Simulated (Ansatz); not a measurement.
Ga (body-centred tetragonal, I4/mmm) under volume change, DFT-PBEsol in the program Ansatz with PAW potentials, shape and atoms relaxed at each volume.

```
V (Å³/atom)  E − E(relaxed) (meV/atom)  P (GPa)
-----------  -------------------------  -------
16.132                            32.5     7.13
16.664                            13.6     4.34
17.196                             3.2     1.98
17.728                             0.0     0.00
18.260                             2.8    -1.64
18.792                            10.6    -3.01
19.323                            22.6    -4.18
```

Task: What does a third-order Birch–Murnaghan fit give for V₀, B₀ and B′?

Result: V₀ = 17.73 Å³/atom, B₀ = 59.9 GPa, B′ = 4.9.

The workflow started from a Materials Project entry (that database holds measured and hypothetical structures alike); the Crystallography Open Database copy checked does not list it. It is not the phase usual at ambient conditions (space group No. 64). Symmetry was held in the PBEsol relaxation; its stability against distortions is not shown here.

Potentials: the earlier of the program's two PAW sets. The files were generated under PBE; for other functionals the program regenerates the frozen cores, and for LDA and PBEsol the local potential too.
